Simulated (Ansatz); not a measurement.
## Ba2LuAg6Sb: reading a single point

```yaml
crystal:
  lattice:
    - [0.00000, 4.81457, 4.81457]
    - [4.81457, 0.00000, 4.81457]
    - [4.81457, 4.81457, 0.00000]
  atoms:
    - { symbol: Sb, position: [0.00000, 0.00000, 0.00000] }
    - { symbol: Ba, position: [0.25000, 0.25000, 0.25000] }
    - { symbol: Ba, position: [0.75000, 0.75000, 0.75000] }
    - { symbol: Ag, position: [0.76500, 0.23500, 0.23500] }
    - { symbol: Ag, position: [0.23500, 0.76500, 0.23500] }
    - { symbol: Ag, position: [0.23500, 0.76500, 0.76500] }
    - { symbol: Ag, position: [0.76500, 0.23500, 0.76500] }
    - { symbol: Ag, position: [0.23500, 0.23500, 0.76500] }
    - { symbol: Ag, position: [0.76500, 0.76500, 0.23500] }
    - { symbol: Lu, position: [0.50000, 0.50000, 0.50000] }
```

Level: r2SCAN, no spin polarisation; 500 eV; 6×6×6 Γ-centred mesh; fermi-dirac occupations (width 0.0132 eV); Ansatz 0.2.0, fixed geometry.

Question: Which element gives electrons and which takes them?

Answer: Bader charges in e: Ba +1.22, Lu +1.38, Ag -0.76, Sb +0.73. In the mean Lu gives up most and Ag takes most.

Question: What is the formation energy?

Answer: 0.99 eV an atom against the elements' usual phases (free molecules for gases, crystals otherwise, with no correction for O₂ or N₂), so at this geometry it isn't bound against them. Relaxing would lower it.

Question: Is there a gap?

Answer: It is a metal, with about 8.3 states/eV a cell as the mean within 0.25 eV of the Fermi level.

Question: Describe some of the short contacts.

Answer: Sb–Ag at 2.26 Å: least valence density 0.75 e/Å³ and ELF 0.32 there. Ag–Lu at 2.55 Å: least valence density 0.40 e/Å³ and ELF 0.18 there. Ba–Ag at 3.41 Å: least valence density 0.10 e/Å³ and ELF 0.08 there. Both are smooth PAW fields, read partly inside the augmentation spheres.

Origin: a known structure type with other elements, at an estimated volume, so it need not be a known compound. Caveats: atoms or cell far from equilibrium.
